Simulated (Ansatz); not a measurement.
SiRh:
```yaml
crystal:
  lattice:
    - [5.31301, 0.00000, 0.00000]
    - [-2.65650, 4.60120, 0.00000]
    - [0.00000, 0.00000, 3.83622]
  atoms:
    - { symbol: Rh, position: [0.50000, 0.00000, 0.00000] }
    - { symbol: Rh, position: [0.50000, 0.50000, 0.00000] }
    - { symbol: Rh, position: [0.00000, 0.50000, 0.00000] }
    - { symbol: Si, position: [0.00000, 0.00000, 0.00000] }
    - { symbol: Si, position: [0.33333, 0.66667, 0.50000] }
    - { symbol: Si, position: [0.66667, 0.33333, 0.50000] }
```

Relaxed with PBE. Special points in fractions of this cell's reciprocal vectors: Γ (0.000, 0.000, 0.000); M (0.500, 0.000, 0.000); K (0.333, 0.333, 0.000); A (0.000, 0.000, 0.500); L (0.500, 0.000, 0.500); H (0.333, 0.333, 0.500).

**Question.** List the band energies nearest the Fermi level at these points for plane-wave PAW PBE (Ansatz code).

**Answer.** In eV from the Fermi level; about four levels below and three above (degenerate sets whole), none deeper than 8.9 eV; points with the same levels are listed once.

```tsv
k	below	above
Γ	-1.55 -1.55 -1.45 -1.45 -1.23	0.10 0.73 2.42
M	-2.58 -1.95 -1.49 -1.34	0.93 1.18 1.86
K	-2.22 -2.22 -2.20 -0.86	1.13 1.16 1.16
A	-1.36 -1.36 -1.32 -1.32 -0.96	0.73 1.33 2.03
L	-1.57 -1.45 -0.93 -0.73	0.18 1.81 3.90
H	-1.69 -1.69 -0.89 -0.73	0.49 3.93 3.93
```

Space group P6/mmm. The cell is a constructed one: a structure type filled with these elements; neither database checked (COD, Materials Project) lists it. COD files the formula under space group No. 14, so this cell is another polymorph or a model. Whether it is the stable phase at ambient conditions was not checked. The cell was relaxed with PBE under the symmetry of its start. At this level the phase is dynamically unstable (imaginary phonons). No spin polarisation was allowed. Scalar-relativistic: spin–orbit coupling is off unless named, which matters more the heavier the elements.

Potentials: the later of the program's two PAW sets.
